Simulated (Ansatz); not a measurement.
Si3N4, one structure, two calculations

Cell: a structure deposited in the COD, its atoms then relaxed with PBE in this cell.

```cif
data_Si3N4
_symmetry_space_group_name_H-M 'P6_3/m'
_symmetry_Int_Tables_number 176
_cell_length_a 7.6170
_cell_length_b 7.6170
_cell_length_c 2.9134
_cell_angle_alpha 90.000
_cell_angle_beta 90.000
_cell_angle_gamma 120.000
loop_
_atom_site_label
_atom_site_type_symbol
_atom_site_symmetry_multiplicity
_atom_site_Wyckoff_symbol
_atom_site_fract_x
_atom_site_fract_y
_atom_site_fract_z
Si Si 6 h 0.1740 0.7679 0.2500
N7 N 2 c 0.3333 0.6667 0.2500
N9 N 6 h 0.3298 0.0300 0.2500
```

One atom of each set is listed.

First run. Method: Kohn–Sham DFT in Ansatz, PBE, plane waves and PAW, scalar-relativistic, 420 eV cutoff, Γ-centred 4×4×9 k-points, Fermi–Dirac smearing 0.02 eV.

| site | V_zz (10²¹ V/m²) | η |
| --- | --- | --- |
| Si | 0.98 | 0.42 |
| N7 | -4.94 | 0.00 |
| N9 | -5.00 | 0.08 |

Second run. The same atoms and settings, except that the functional is r2SCAN and the cutoff is 500 eV.

(1) What does the second run give?

Answers

(1) 

```
site   V_zz     η  change of V_zz
  Si   0.98  0.40            0.00
  N7  -5.01  0.00           -0.07
  N9  -4.98  0.08           +0.02
```

The largest change of V_zz is on N7, from -4.94 to -5.01. In per cent, |V_zz| changes by 0 on Si, 0 to +1 on N (all sites that start above 0.5).
